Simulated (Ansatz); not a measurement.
KF (CsCl type, Pm-3m), r²SCAN (plane waves, PAW; program Ansatz). The conduction-band minimum lies at Γ, with 1 equivalent valley. Second derivatives d²E/dk² of the lowest band at one valley (eV·Å²), along Cartesian directions:

```csv
direction,d²E/dk²
[100],15.20
[010],15.20
[001],15.20
[110],15.20
[101],15.20
[011],15.20
```

Task: Find the principal effective masses, the density-of-states mass and the conductivity mass.

Result: Off-diagonal terms follow from H_xy = H[110] − (H_xx + H_yy)/2, and m*/mₑ = 7.620 eV·Å² over each eigenvalue: 0.50, 0.50, 0.50. One valley's DOS mass (m₁m₂m₃)^(1/3) = 0.50, conductivity mass 3/(Σ 1/mᵢ) = 0.50 mₑ.

Task: What effective density of states Nc follows at 300 K for parabolic valleys?

Result: Nc = 2.509e19 × 1 × (0.50)^(3/2) ≈ 8.9e18 cm⁻³.

Task: With the computed static dielectric constant 8.21 (mean of the diagonal), estimate a hydrogenic donor's binding energy and radius.

Result: E = 13.606 eV × 0.50/8.21² ≈ 100 meV; a = 0.529 Å × ε/m* ≈ 8.7 Å. Semilocal masses tend to be too small where the gap is.

Task: With ε∞ = 2.11 and ω_LO = 323 cm⁻¹, what Fröhlich coupling constant follows?

Result: α = (1/ε∞ − 1/ε0) √(m* × 13.606 eV/ħω_LO) = 4.6.

The first step of the workflow began from a Materials Project structure, measured or hypothetical; the Crystallography Open Database copy checked does not list it. It is not the phase usual at ambient conditions (space group No. 225). Symmetry was held in the r²SCAN relaxation; phonons on a q-mesh show no instability.

Potentials: the later of the program's two PAW sets.
